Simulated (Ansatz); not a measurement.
BN:
```cif
data_B4N4
_chemical_formula_sum 'N4 B4'
_space_group_name_H-M_alt 'F-43m'
_space_group_IT_number 216
_space_group_name_Hall 'F -4 2 3'
_cell_length_a 3.60969
_cell_length_b 3.60969
_cell_length_c 3.60969
_cell_angle_alpha 90.000
_cell_angle_beta 90.000
_cell_angle_gamma 90.000
loop_
_atom_site_label
_atom_site_type_symbol
_atom_site_symmetry_multiplicity
_atom_site_Wyckoff_symbol
_atom_site_fract_x
_atom_site_fract_y
_atom_site_fract_z
_atom_site_occupancy
N1 N 4 c 0.25000 0.25000 0.25000 1
B1 B 4 a 0.00000 0.00000 0.00000 1
```
(The calculation used a cell of 2 atoms; values per cell refer to that cell.)

Relaxed with r²SCAN.

Task: Decompose the optical modes at the zone centre into irreducible representations, and say which are infrared and Raman allowed.

Result: Point group -43m: Γ_opt = T2. Infrared: T2. Raman: T2.

Task: Assign frequencies (DFPT, DFT-r²SCAN in the program Ansatz with PAW potentials; without the LO–TO term).

Result: T2 1044 cm⁻¹.

The cell was relaxed with r²SCAN under the symmetry of its start; phonons on a q-mesh show no instability.

Potentials: the later of the program's two PAW sets.
